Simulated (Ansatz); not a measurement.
Ti$_{4}$SnS$_{8}$:
```xyz
13
Lattice="6.8463 0.0000 0.0000 -3.4232 5.9291 0.0000 0.0000 0.0000 7.0343" Properties=species:S:1:pos:R:3 pbc="T T T"
Ti     0.0000     0.0000     0.0000
S      1.7117     0.9882     1.4457
S      3.4232     1.9764     5.6367
Ti     1.7116     2.9646     0.0000
S      3.4232     3.9526     1.4457
S     -1.7115     4.9409     5.5885
Ti     3.4232     0.0000     0.0000
S      5.1347     0.9882     1.4457
S      0.0000     1.9765     5.5885
Ti    -1.7116     2.9646     0.0000
S      0.0000     3.9527     1.3976
S      1.7115     4.9409     5.5885
Sn     0.0000     0.0000     3.5171
```

Relaxed with r²SCAN. Special points in fractions of this cell's reciprocal vectors: Γ (0.000, 0.000, 0.000); M (0.500, 0.000, 0.000); K (0.333, 0.333, 0.000); A (0.000, 0.000, 0.500); L (0.500, 0.000, 0.500); H (0.333, 0.333, 0.500).

Problem. List the band energies nearest the Fermi level at these points for DFT-r²SCAN in the program Ansatz with PAW potentials.

Solution. In eV from the Fermi level; about four levels below and three above (degenerate sets whole), none deeper than 8.9 eV; points with the same levels are listed once.

| k | below | above |
|---|---|---|
| Γ | -0.80 -0.80 -0.27 -0.27 -0.25 | 0.26 0.26 0.92 |
| M | -2.01 -1.93 -1.86 -0.07 | 0.04 0.51 0.78 |
| K | -2.05 -2.05 -2.02 -1.94 | 0.30 0.30 0.47 |
| A | -0.80 -0.80 -0.64 -0.64 -0.43 | 0.25 0.25 0.84 |
| L | -2.49 -1.99 -1.88 -1.31 | 0.01 0.23 0.49 |
| H | -2.44 -2.39 -2.39 -1.45 | 0.48 0.59 0.59 0.59 0.59 |

Space group P-3m1. The start of the workflow was typed in or built on a structure type; neither database checked (COD, Materials Project) lists it. Its standing as an ambient phase is unchecked. The cell was relaxed with r²SCAN under the symmetry of its start; its stability against distortions is not shown here. The workflow began spin-polarised and lost its moments. Spin–orbit coupling is left out wherever it is not named.

Potentials: the earlier of the program's two PAW sets.
